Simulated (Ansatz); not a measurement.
## NaHg₂: do energies and stresses tell the same story?

Level of theory: DFT r2SCAN, scalar-relativistic, plane waves, PAW in Ansatz.

Settings: cutoff 500 eV, Γ-centred mesh 12×12×14 on the computed 3-atom cell, Gaussian smearing of 0.10 eV; no spin polarisation.

Relaxed cell: P6/mmm, a = 5.092 Å, b = 5.092 Å, c = 3.238 Å, α = 90.00°, β = 90.00°, γ = 120.00°, 3 atoms in the primitive cell. Whether it is the stable form of this composition wasn't checked.

Energies at zero smearing and pressures from the stress tensor, at volumes with shape and atoms relaxed:
```csv
V (Å³/atom),E − E(first) (meV/atom),P (GPa)
22.782,0.00,2.09
23.509,-6.56,0.90
24.236,-8.57,0.02
24.963,-6.93,-0.74
25.690,-2.07,-1.37
```

Problem. Check P = −dE/dV between neighbouring volumes, and get the bulk modulus from the pressures alone.

Solution. With 1 eV/Å³ = 160.2 GPa:
```json
{"middle V (Å³/atom)": "23.145", "−ΔE/ΔV (GPa)": "1.446", "mean P (GPa)": "1.495"}
{"middle V (Å³/atom)": "23.872", "−ΔE/ΔV (GPa)": "0.444", "mean P (GPa)": "0.458"}
{"middle V (Å³/atom)": "24.599", "−ΔE/ΔV (GPa)": "-0.362", "mean P (GPa)": "-0.360"}
{"middle V (Å³/atom)": "25.326", "−ΔE/ΔV (GPa)": "-1.071", "mean P (GPa)": "-1.053"}
```

The two differ by 0.05 GPa at most. The mean of two end pressures misses the average over a step by about ΔV² P″/12, up to 0.04 GPa here; with that taken off 0.01 GPa remains. Around V = 24.236 Å³/atom, the two neighbours give B = −V ΔP/ΔV = 24.236 × 1.64 / 1.454 = 27.3 GPa, against B0 = 27.4 GPa from the Birch–Murnaghan fit of the energies.

Spin–orbit coupling is left out, which can shift energies with elements as heavy as these.